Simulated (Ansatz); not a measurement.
CsCdF₃:
```
CELL_PARAMETERS angstrom
      4.46156     0.00000     0.00000
      0.00000     4.46156     0.00000
      0.00000     0.00000     4.46156
ATOMIC_POSITIONS crystal
  Cs 0.00000 0.00000 0.00000
  Cd 0.50000 0.50000 0.50000
  F  0.00000 0.50000 0.50000
  F  0.50000 0.00000 0.50000
  F  0.50000 0.50000 0.00000
```

Relaxed with PBEsol.

Question: Map the electron localisation function on the plane through (0.000, 0.000, 0.000) spanned by u = [1, 0, 0] and v = [0, 1, 1] in lattice vectors, from PBEsol in the plane-wave PAW code Ansatz.

Answer: x is the fraction of u, y of v (the angle between them is 90°; rows are the nearest grid lines); atoms in the plane: Cs at (0.00, 0.00), Cd at (0.50, 0.50), F at (0.00, 0.50).
```
|  :%@@@#-     -#@@@%:  |
|  -%@@@*:     :*@@@%-  |
|#%@@@@#-       -#@@@@%#|
|@@@@@%+.       .+%@@@@@|
|@@%#+:           :+#%@@|
|++=-:             :-=++|
|..                   ..|
|...      .....      ...|
|++=:.  ..:::::..  .:=++|
|@@%#-..:-=+++=-:..-#%@@|
|%%@%=..-=*###*=-..=%@%%|
|*#%%+..-+#%@%#+-..+%%#*|
|*#%%+..-+#%@%#+-..+%%#*|
|%%@%=..-=*###*=-..=%@%%|
|@@%#-..:-=+++=-:..-#%@@|
|++=:.  ..:::::..  .:=++|
|...      .....      ...|
|..                   ..|
|++=-:             :-=++|
|@@%#+:           :+#%@@|
|@@@@@%+.       .+%@@@@@|
|#%@@@@#-       -#@@@@%#|
|  -%@@@*:     :*@@@%-  |
|  :%@@@#-     -#@@@%:  |
```
Scale: ten equal steps from 0.000 (start of ' ') to 0.893 (end of '@'), in the order ' .:-=+*#%@'; x runs from 0.000 to 1.00, y from 0.000 (bottom) to 1.00 (top).

The density is the valence pseudo-density with augmentation charge, so density and ELF within about 1 Å of a nucleus are not all-electron values.

Space group Pm-3m (cubic perovskite). The workflow started from a Materials Project entry (that database holds measured and hypothetical structures alike); the Crystallography Open Database copy checked does not list it. Whether it is the stable phase at ambient conditions was not checked. Symmetry was held in the PBEsol relaxation; whether a distortion lowers the energy is not shown. Spin–orbit coupling is left out wherever it is not named.

Potentials: the later of the program's two PAW sets.
